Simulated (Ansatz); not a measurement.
All-electron LAPW in Ansatz 0.2.0 under PBE, scalar-relativistic, energies extrapolated to zero smearing. Slabs are 1×1 cells cut from bulk crystals relaxed on PAW files, with atoms then relaxed, 16 to 20 Å of vacuum, a dipole correction, k spacings of 0.16 to 0.26 Å⁻¹ and smearing of 0.02 to 0.1 eV, without spin–orbit coupling or spin polarisation. The bulk type named needn't be the stable one, and no reconstruction is allowed.

| slab | area (Å²) | γ (J/m²) | Φ (eV) | Δd12 (%) |
| --- | --- | --- | --- | --- |
| hcp Ti (0001), 5 layers | 7.49 | 1.97 | ? | -7.2 |
| hcp Ti (10-10), 4 layers | 13.68 | 2.04 | 3.95 | -4.8 |
| hcp Ti (0001), 4 layers | 7.49 | 1.97 | 4.42 | ? |
| hcp Ti (0001), 1 layer | 7.49 | 2.27 | 4.08 | – |
| hcp Ti (0001), 6 layers | 7.49 | 1.98 | 4.40 | -7.0 |
| hcp Ti (0001), 7 layers | 7.49 | 1.97 | 4.41 | -7.2 |
| hcp Ti (0001), 3 layers | 7.49 | 2.03 | 4.41 | -4.6 |

Problem. Give the missing entry: row "hcp Ti (0001), 4 layers", column "Δd12 (%)".

Solution. -7.6.

Problem. What belongs in the row "hcp Ti (0001), 5 layers", column "Φ (eV)"?

Solution. 4.45.
